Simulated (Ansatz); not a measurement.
BeF₂:
Space group P3₁21 (No. 152); a = b = 4.6816 Å, c = 5.1404 Å, α = β = 90.00°, γ = 120.00°

```tsv
atom	site	symmetry	x	y	z
Be	3a	.2.	0.5369	0.5369	0.0000
F	6c	1	0.4126	0.2787	0.2226
```

Relaxed with r²SCAN. 

Question: HSE06 on this cell (Ansatz, an electronic-structure program, PAW) gives a gap of 10.90 eV. What does r²SCAN give?

Answer: 9.43 eV.

Cost on shared cores: the r²SCAN run (SCF on a 7×7×6 mesh, then bands and DOS) very roughly 4 core-minutes, the HSE06 run (SCF on 4×4×3, then a few points) around 2.4 core-minutes (rough); the tasks are unlike.

Space group P3_121. The workflow started from a Materials Project entry (that database holds measured and hypothetical structures alike); the Crystallography Open Database files this formula in space group No. 152, but the cells were not matched. Whether it is the stable phase at ambient conditions was not checked. Symmetry was held in the r²SCAN relaxation; whether a distortion lowers the energy is not shown.

Potentials: the earlier of the program's two PAW sets. The files were generated under PBE; for other functionals the program regenerates the frozen cores, and for LDA and PBEsol the local potential too.

Ansatz is a plane-wave DFT program.
